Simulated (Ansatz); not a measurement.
Data:

ReC:
```cif
data_CRe
_chemical_formula_sum 'Re1 C1'
_space_group_name_H-M_alt 'P-6m2'
_space_group_IT_number 187
_space_group_name_Hall 'P -6 2'
_cell_length_a 2.84197
_cell_length_b 2.84197
_cell_length_c 2.78086
_cell_angle_alpha 90.000
_cell_angle_beta 90.000
_cell_angle_gamma 120.000
loop_
_atom_site_label
_atom_site_type_symbol
_atom_site_symmetry_multiplicity
_atom_site_Wyckoff_symbol
_atom_site_fract_x
_atom_site_fract_y
_atom_site_fract_z
_atom_site_occupancy
Re1 Re 1 a 0.00000 0.00000 0.00000 1
C1 C 1 d 0.33333 0.66667 0.50000 1
```

This is the LDA-relaxed structure.

Q: All from the program Ansatz at the LDA level (PAW), unless another level is named. Predict the Hill bulk and shear moduli.

A: 456 and 265 GPa.

Q: Next, the highest zone-centre frequency?

A: 76.2 meV.

The first step of the workflow began from a Materials Project structure, measured or hypothetical; the Crystallography Open Database copy checked does not list it. Its standing as an ambient phase is unchecked. The cell was relaxed with LDA under the symmetry of its start; of distortions, only those at the zone centre were tested. No spin polarisation was allowed. As this level gives no gap, shear constants depend on the k-mesh and smearing (Fermi–Dirac, 0.1 eV here). On the denser mesh and wider smearing of the elastic run this cell carries a stress of 0.3 GPa. Scalar-relativistic: spin–orbit coupling is off unless named, which matters more the heavier the elements.

Potentials: the later of the program's two PAW sets.
